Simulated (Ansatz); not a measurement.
Data:

Ru:
Space group Im-3m (No. 229); a = 3.053 Å, b = 3.053 Å, c = 3.053 Å, α = 90.00°, β = 90.00°, γ = 90.00°

```json
[
 {"atom": "Ru", "site": "2a", "symmetry": "m-3m", "x": "0.0000", "y": "0.0000", "z": "0.0000"}
]
```
(The calculation used a cell of 1 atom; values per cell refer to that cell.)

This is the PBE-relaxed structure.

All from PBE in the plane-wave PAW code Ansatz, unless another level is named. Predict the density of states at the Fermi level.

2.0 states/eV per atom (mean over ±0.08 eV).

Predict the gap with spin–orbit coupling.

none (metallic).

The start of the workflow was typed in or built on a structure type; neither database checked (COD, Materials Project) lists it. It is not the phase usual at ambient conditions (space group No. 194). The cell was relaxed with PBE under the symmetry of its start; whether a distortion lowers the energy is not shown. The run is not spin-polarised. Scalar-relativistic: spin–orbit coupling is off unless named, which matters more the heavier the elements.

Potentials: the later of the program's two PAW sets.
